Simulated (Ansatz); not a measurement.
## Cs₂InAgCl₆, a database entry at a rescaled volume

```xyz
10
Lattice="0.0000 5.2748 5.2748 5.2748 0.0000 5.2748 5.2748 5.2748 0.0000" Properties=species:S:1:pos:R:3 pbc="T T T"
Cs    2.6374    2.6374    2.6374
Cs    7.9121    7.9121    7.9121
In    0.0000    0.0000    0.0000
Ag    5.2748    5.2748    5.2748
Cl    2.5297    5.2748    5.2748
Cl    5.2748    2.5297    5.2748
Cl    8.0198    5.2748    5.2748
Cl    5.2748    8.0198    5.2748
Cl    5.2748    5.2748    2.5297
Cl    5.2748    5.2748    8.0198
```

Method: r2SCAN, no spin polarisation; PAW, plane waves to 500 eV, 4×4×4 Γ-centred mesh, fermi-dirac occupations (width 0.0402 eV) (Ansatz 0.2.0), atoms fixed.

(1) What is the band gap?

(2) Where is the largest force?

(3) Which orbitals make up the band edges?

(4) What do density and ELF say about some of the short contacts?

Origin: a database entry at a rescaled volume.

Answers

(1) The gap is 1.71 eV, direct at the points sampled. A semilocal functional usually gives too small a gap.

(2) The largest is on Cl10 (and as large on other atoms): 0.13 eV/Å, components (0.00, 0.00, -0.13). It makes 180° with the line to a nearest neighbour, In3 at 2.53 Å, pointing away from it.

(3) Within 0.7 eV of the edges, the states project mainly on Ag d (48 %) and Cl p (48 %) below the gap and on In s (39 %), Ag s (30 %) and Cl p (15 %) above it.

(4) In–Cl at 2.53 Å: least valence density 0.38 e/Å³ and ELF 0.22 there. Ag–Cl at 2.75 Å: least valence density 0.23 e/Å³ and ELF 0.12 there. Cs–Cl at 3.73 Å: least valence density 0.05 e/Å³ and ELF 0.02 there, a closed-shell (ionic or weak) contact. These are pseudo-fields; inside the PAW spheres they differ from the all-electron ones.
